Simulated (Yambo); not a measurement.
A BSE run in Yambo for KBH₄ (space group P2_1/m, No. 11, within 0.06 Å of P4_2/nmc) (PBEsol bands; 4×4×4 mesh, 8 valence and 16 conduction bands, static screening with 69 bands and a 3 Ry block, scissor 3.20 eV, Tamm-Dancoff; field along x) gives:

```csv
state,energy (eV),states within 2 meV,relative strength,class
1,7.80,1,< 0.01,dark
2,7.81,1,< 0.01,dark
3,7.97,1,0.25,strong
4,7.98,1,< 0.01,dark
5,8.04,1,1.00,strong
```

Axes are Cartesian, with cell vectors (Å) (4.66, 0.00, 0.00), (0.00, 4.68, 0.00), (-0.01, 0.00, 6.55).

### Question
What changes when the window shrinks to 6 valence and 12 conduction bands?

### Answer
The lowest state goes from 7.801 eV to 7.818 eV, and its distance below the direct gap from 1.316 eV to 1.299 eV. These are vertical excitations (zero momentum). The scissor comes from a G0W0 run whose convergence isn't established.

Geometry of the Materials Project entry, not relaxed at this level; primitive cell a = 4.663 Å, b = 4.678 Å, c = 6.549 Å, α = 90.00°, β = 90.07°, γ = 90.00°.

The structure is a Materials Project entry; no match was found in the copy of COD used, and its stability was not checked.
